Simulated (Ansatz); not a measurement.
Input file for Ansatz (an electronic-structure program):

Ansatz 0.2 input:
```yaml
crystal:
  lattice:
    - [0.0, 3.3456001165, 3.3456001165]
    - [3.3456001165, 0.0, 3.3456001165]
    - [3.3456001165, 3.3456001165, 0.0]
  atoms:
    - { symbol: Li, position: [0.75, 0.75, 0.75] }
    - { symbol: Li, position: [0.25, 0.25, 0.25] }
    - { symbol: H, position: [0.7563976416, 0.7563976416, 0.2436023584] }
    - { symbol: H, position: [0.2436023584, 0.2436023584, 0.7563976416] }
    - { symbol: H, position: [0.2436023584, 0.7563976416, 0.7563976416] }
    - { symbol: H, position: [0.7563976416, 0.2436023584, 0.2436023584] }
    - { symbol: H, position: [0.7563976416, 0.2436023584, 0.7563976416] }
    - { symbol: H, position: [0.2436023584, 0.7563976416, 0.2436023584] }
    - { symbol: Pt, position: [0.0, 0.0, 0.0] }
kpoints:
  mp_grid: { grid: [6, 6, 6] }
hamiltonian:
  xc: r2scan
  pseudopotentials: { kind: paw }
scf:
  occupations: { method: fixed }
output:
  optics: { e_range: [0.0, 15.0], de: 0.05, sigma: 0.1, bands: { spectra_wanted_up_to: 12 eV } }
```

Output (shortened):

```
output.optics: the spectra are integrated over the Brillouin zone by k·p interpolation around the k-points, where levels, occupations, output.optics.sigma and …
Pseudopotential: Li, paw, valence charge 3
Pseudopotential: H, paw, valence charge 1
Pseudopotential: Pt, paw, valence charge 18
Functional definition: r2SCAN
Crystal: 9 atoms, lattice volume = 74.895 Å³
Basis set: ecut = 500 eV, 1917 PW (Γ), exchange–correlation on 144×144×144 points (64 copies of the dense FFT grid, shifted against one another)
Bands: 24, of which v1, the nominal top of the filled ones, is band 15 counted from 1 (14 counted from 0)
Symmetry: 48 space group operations
Space group: Fm-3m (ITA 225), of the structure as read, at distance tolerance 4.2e-5 Å
k-points: 16 of 216
SCF iter   1: F=—  HF=-13046.553720 eV  |F-HF|=—  |Δ(HF+E_count)|=         —  Δρ=6.30e-3  dr2=3.11e-2  dr2_τ=1.05e-1  ethr=1.77e-3  ⟨swp⟩=4.0  Hψ=1465  notcnv=0  defer=96
preconditioner: auto → none
SCF iter   2: F=—  HF=-13046.541754 eV  |F-HF|=—  |Δ(HF+E_count)|=   1.20e-2  Δρ=5.89e-3  dr2=2.12e-2  dr2_τ=3.40e-3  ethr=1.04e-4  ⟨swp⟩=2.2  Hψ=699  notcnv=0  defer=108
SCF iter   3: F=—  HF=-13046.538309 eV  |F-HF|=—  |Δ(HF+E_count)|=   3.44e-3  Δρ=2.74e-3  dr2=2.22e-3  dr2_τ=3.08e-4  ethr=7.08e-5  ⟨swp⟩=2.1  Hψ=506  notcnv=0  defer=110
SCF iter   4: F=—  HF=-13046.538603 eV  |F-HF|=—  |Δ(HF+E_count)|=   2.94e-4  Δρ=2.86e-4  dr2=2.74e-5  dr2_τ=1.14e-5  ethr=7.40e-6  ⟨swp⟩=2.2  Hψ=491  notcnv=0  defer=110
SCF iter   5: F=—  HF=-13046.538620 eV  |F-HF|=—  |Δ(HF+E_count)|=   1.68e-5  Δρ=1.31e-4  dr2=7.82e-6  dr2_τ=4.38e-7  ethr=9.14e-8  ⟨swp⟩=2.4  Hψ=573  notcnv=0  defer=37
SCF iter   6: F=—  HF=-13046.538610 eV  |F-HF|=—  |Δ(HF+E_count)|=   9.57e-6  Δρ=2.12e-5  dr2=1.94e-7  dr2_τ=8.23e-8  ethr=2.61e-8  ⟨swp⟩=2.0  Hψ=491  notcnv=0  defer=37
SCF iter   7: F=—  HF=-13046.538608 eV  |F-HF|=—  |Δ(HF+E_count)|=   1.99e-6  Δρ=2.00e-6  dr2=8.20e-10  dr2_τ=1.64e-10  ethr=6.47e-10  ⟨swp⟩=2.4  Hψ=500  notcnv=0  defer=37
SCF iter   8: F=—  HF=-13046.538608 eV  |F-HF|=—  |Δ(HF+E_count)|=   1.68e-9  Δρ=1.92e-7  dr2=1.86e-11  dr2_τ=1.37e-11  ethr=2.73e-12  ⟨swp⟩=2.3  Hψ=581  notcnv=0  defer=37
SCF iter   9: F=-13046.538608 eV  HF=-13046.538608 eV  |F-HF|=3.64e-12  |Δ(HF+E_count)|=  3.09e-11  Δρ=5.29e-8  dr2=1.79e-12  dr2_τ=7.00e-14  ethr=1.00e-12  ⟨swp⟩=7.4  Hψ=1517  notcnv=0
SCF 1 converged in 9 iterations: F = -13046.538608 eV  dr2 = 1.79e-12
NSCF: frozen V_eff on 16 k-points
Optics k sum: 0 of 16 k-points
Optics k sum: 1 of 16 k-points
Optics k sum: 2 of 16 k-points
Optics k sum: 3 of 16 k-points
Optics k sum: 4 of 16 k-points
Optics k sum: 5 of 16 k-points
Optics k sum: 6 of 16 k-points
Optics k sum: 7 of 16 k-points
Optics k sum: 8 of 16 k-points
Optics k sum: 9 of 16 k-points
Optics k sum: 10 of 16 k-points
Optics k sum: 11 of 16 k-points
Optics k sum: 12 of 16 k-points
Optics k sum: 13 of 16 k-points
Optics k sum: 14 of 16 k-points
Optics k sum: 15 of 16 k-points
Optics k sum: 16 of 16 k-points
Optics k sum: 0 of 16 k-points
Optics k sum: 1 of 16 k-points
Optics k sum: 2 of 16 k-points
Optics k sum: 3 of 16 k-points
Optics k sum: 4 of 16 k-points
Optics k sum: 5 of 16 k-points
Optics k sum: 6 of 16 k-points
Optics k sum: 7 of 16 k-points
Optics k sum: 8 of 16 k-points
Optics k sum: 9 of 16 k-points
Optics k sum: 10 of 16 k-points
Optics k sum: 11 of 16 k-points
Optics k sum: 12 of 16 k-points
Optics k sum: 13 of 16 k-points
Optics k sum: 14 of 16 k-points
Optics k sum: 15 of 16 k-points
Optics k sum: 16 of 16 k-points
NSCF: frozen V_eff on 1 k-points
NSCF: frozen V_eff on 1 k-points
output.optics: what the bands over the 35 summed would add to eps1, eps2 and the energy-loss function is held between a lower and an upper bound (7 Lanczos …
SCF converged after 9 iterations
Free energy (F): -13046.538608 eV
Harris-Foulkes:  -13046.538608 eV  (|F-HF|=3.64e-12)
Internal energy: -13046.538608 eV  (E = F + TS)
E sigma→0 (E₀):  -13046.538608 eV
Fermi energy:    2.972876 eV
--- Per-component energies (eV) ---
  E_band       = -665.201127
  E_kinetic    = 762.128939
  E_local      = -3383.325305  (includes V_loc(G=0)·N_el)
  E_nonlocal   = 136.829197
  E_hartree    = 1285.437133
  E_xc         = -328.367887
  E_vxc        = -448.747913  (∫ρ·V_xc dr)
  E_paw        = -9524.378148  (= ΣΔE_a)
  E_vpaw       = -330.972740  (= ΣTr[D̂ρ^β])
  E_aug_tail   = -0.002685  (compensation charges beyond the density's cutoff)
  E_vtau       = 28.015085  (kinetic-family band-sum trace: ∫τ·v_τ [+ j·A + Jᵃ·Aᵃ] dr)
  E_ewald      = -1994.628357
  E_core_change = -0.231494  (= ΣΔE_core)
  E_smearing   =  0.000000  (= −TS)
  E_closure    =  0.000000  (closes the sum)
  Σ components = -13046.538608   (vs F -13046.538608, Δ=0.00e0)
  [band-id]    e_kinetic+e_local+e_nonlocal+2·e_hartree+e_vxc+e_vpaw+e_augmentation_tail+e_vtau = -665.201157   (vs E_band -665.201127, Δ=-2.96e-5)
--- Band table (eV; the first three rows and the last of 16) ---
  k-point 0: bands = ["-96.6561", "-50.2207", "-50.2207", "-50.2207", "-42.5419", "-42.5357", "-4.4813", "-1.9976", "-1.9976", "0.7588", "0.7588", "0.7588", "2.5701", "2.5701", "2.5701", "10.2634", "11.1490", "11.1490", "11.1490", "11.4028", "11.4028", …
  k-point 1: bands = ["-96.6561", "-50.2208", "-50.2207", "-50.2207", "-42.5414", "-42.5361", "-4.2613", "-2.0482", "-2.0482", "0.6811", "0.7970", "0.7970", "1.8372", "2.6645", "2.6645", "10.1263", "10.1263", "10.7161", "11.3598", "11.3598", "11.4603", …
  k-point 2: bands = ["-96.6561", "-50.2209", "-50.2207", "-50.2207", "-42.5402", "-42.5371", "-3.6728", "-2.1481", "-2.1481", "-0.0464", "0.9112", "0.9112", "1.0758", "2.7960", "2.7960", "9.1826", "9.1826", "10.7355", "11.6196", "11.9492", "11.9492", …
  k-point 15: bands = ["-96.6561", "-50.2210", "-50.2208", "-50.2208", "-42.5390", "-42.5381", "-3.0570", "-2.4253", "-1.9315", "0.5961", "0.6637", "1.1602", "1.2593", "1.3650", "1.3725", "7.3589", "10.3688", "11.6457", "12.8253", "14.0320", "14.0785", …
```

Cost: very roughly 30 core-seconds on shared cores.

The workflow started from a Materials Project entry (that database holds measured and hypothetical structures alike); the Crystallography Open Database copy checked does not list it. Its standing as an ambient phase is unchecked. The r²SCAN relaxation kept the symmetry of its start; its stability against distortions is not shown here. No spin polarisation was allowed. Scalar-relativistic: spin–orbit coupling is off unless named, which matters more the heavier the elements.

Potentials: the later of the program's two PAW sets.

Ansatz is a plane-wave DFT program.
